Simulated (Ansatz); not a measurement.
**Stationary points along a deformation path in Si**

These are results of Ansatz 0.2.0, DFT r2SCAN, scalar-relativistic, plane waves, PAW, not measurements. Settings: plane waves to 500 eV, k-mesh 12×12×12 (Γ-centred), Gaussian smearing 0.05 eV. No spin polarisation. Energies are free energies at this smearing, counted from the undisturbed cell; pressure is positive in compression.

Reference structure (relaxed at this level; this form isn't the usual structure):

```yaml
crystal:
  lattice:
    - [-3.32733, 3.32733, 1.92188]
    - [3.32733, -3.32733, 1.92188]
    - [3.32733, 3.32733, -1.92188]
  atoms:
    - { symbol: Si, position: [0.17875, 0.17875, 0.35751] }
    - { symbol: Si, position: [0.82125, 0.82125, 0.64249] }
    - { symbol: Si, position: [0.17875, 0.82125, 0.00000] }
    - { symbol: Si, position: [0.82125, 0.17875, 0.00000] }
```

At fixed volume and fractional coordinates, lengths along (0.000, 0.000, 1.000) are scaled against those across it; ρ is that ratio over its starting value. V = 21.277 Å³/atom. Δσ is the stress along the axis less the mean stress across it (compression positive).

| ρ | ΔE (meV/atom) | Δσ (GPa) | space group |
| --- | --- | --- | --- |
| 0.850 | 224.0 | 30.98 | I4/mmm |
| 0.920 | 58.9 | 15.99 | I4/mmm |
| 0.960 | 14.1 | 7.80 | I4/mmm |
| 1.000 | 0.0 | 0.03 | I4/mmm |
| 1.050 | 19.6 | -9.04 | I4/mmm |
| 1.100 | 73.5 | -17.01 | I4/mmm |
| 1.200 | 256.4 | -30.15 | I4/mmm |

How does the stress give the slope of the energy, and where is the energy stationary?

Along the path d ln(length) is 2/3 d ln ρ on the axis and −1/3 d ln ρ across it, so dE/d ln ρ = −(2/3) V Δσ: the energy falls with ρ where Δσ is positive. Δσ vanishes or changes sign between ρ = 1.000 and 1.050, a minimum (near 1.00 by linear interpolation). Pairs of stationary points between two samples would go unseen, and could change a minimum read from distant neighbours into a maximum.

Integrate that slope from ρ = 1 to 0.850 by the trapezoid rule.

With V/N in Å³ and 1 eV/Å³ = 160.2 GPa the slopes at ρ = 1.000, 0.960, 0.920, 0.850 are -3, -691, -1415, -2743 meV/atom per unit of ln ρ. The steps add 14.2 + 44.8 + 164.5 = 223.5 meV/atom, against 224.0 from the energies; the trapezoid rule misses the curvature of the slope within each step.

Forces appear on the atoms along this scan, and letting them relax would lower the energy and soften the response. The gap closes along the scan, which can put kinks into the curve.

Cost: 7 runs of about 5.5 core-minutes in all, on Intel Xeon Processor @ 2.50GHz (Skylake/Cascade Lake) (shared hosts).